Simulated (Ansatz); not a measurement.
Total density of states per atom from plane-wave PAW r²SCAN (Ansatz code), in 0.25 eV bins, energy from the valence-band maximum:

(E (eV), states/eV/atom): (-7.85, 0.00); (-7.60, 0.00); (-7.35, 0.00); (-7.10, 0.07); (-6.85, 0.32); (-6.60, 0.24); (-6.35, 0.12); (-6.10, 0.10); (-5.85, 0.09); (-5.60, 0.24); (-5.35, 1.13); (-5.10, 1.20); (-4.85, 1.24); (-4.60, 0.73); (-4.35, 0.96); (-4.10, 1.44); (-3.85, 1.05); (-3.60, 0.83); (-3.35, 0.66); (-3.10, 0.61); (-2.85, 0.66); (-2.60, 0.69); (-2.35, 0.81); (-2.10, 0.46); (-1.85, 0.53); (-1.60, 0.83); (-1.35, 0.62); (-1.10, 0.86); (-0.85, 1.07); (-0.60, 0.73); (-0.35, 0.97); (-0.10, 0.17); (0.15, 0.00); (0.40, 0.00); (0.65, 0.00); (0.90, 0.00); (1.15, 0.00); (1.40, 0.00); (1.65, 0.00); (1.90, 0.00); (2.15, 0.01); (2.40, 0.01); (2.65, 0.01); (2.90, 0.02); (3.15, 0.03); (3.40, 0.03); (3.65, 0.04); (3.90, 0.04); (4.15, 0.05); (4.40, 0.06); (4.65, 0.07); (4.90, 0.09); (5.15, 0.11); (5.40, 0.13); (5.65, 0.16); (5.90, 0.27); (6.15, 0.32); (6.40, 0.30); (6.65, 0.36)

Problem. Which of these materials gives this?
A. ZnInGaO4, R3m (Pearson symbol hR7)
B. GaP, rock salt
C. LiNbO3, R3c (Li on 6a, Nb on 6a, O on 18b)
D. WO, Pm-3m (W on 3c, O on 3d)

Solution. A, ZnInGaO4, R3m (Pearson symbol hR7). Top 1 eV of the valence band: O 2p 85 %, Zn 3d 11 %. Bottom 1 eV of the conduction band: O 2s 25 %, In 5s 20 %, Ga 4s 18 %, Zn 4s 14 %, O 2p 13 %. Projections are on Löwdin-orthogonalised atomic valence shells; empty p or d shells of many metals are not among them.

Symmetry was held in the r²SCAN relaxation. Spin–orbit coupling is left out wherever it is not named.

Potentials: the earlier of the program's two PAW sets. The files were generated under PBE; for other functionals the program regenerates the frozen cores, and for LDA and PBEsol the local potential too.
